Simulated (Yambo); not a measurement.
```xyz
2
Lattice="0.0000 2.1227 2.1227 2.1227 0.0000 2.1227 2.1227 2.1227 0.0000" Properties=species:S:1:pos:R:3 pbc="T T T"
N      1.0614     1.0614     1.0614
Al     0.0000     0.0000     0.0000
```

The PBEsol cell relaxed from Materials Project entry mp-1700 was given an isotropic strain of -3 % on all lattice vectors, and the atoms were relaxed again.

Where are the main features of Im ε from RPA with local fields on PBEsol bands shifted by a G0W0 scissor of 1.68 eV (Yambo; 16×16×16 mesh, 15 bands, 4 Ry local-field block, 0.2 eV broadening; field along x)?

Peaks at 9.8 eV (6.6), 12.0 eV (4.4), 13.5 eV (4.5), 15.2 eV (4.5), heights in brackets. Structure narrower than a few tenths of an eV can come from the finite k mesh. Convergence of the RPA response with its 16×16×16 mesh was not tested. The scissor comes from a G0W0 run whose convergence isn't established. No excitonic effects at this level. 

This is not the ordinary phase of the substance; no match was found in the copy of COD used, and its stability was not checked.
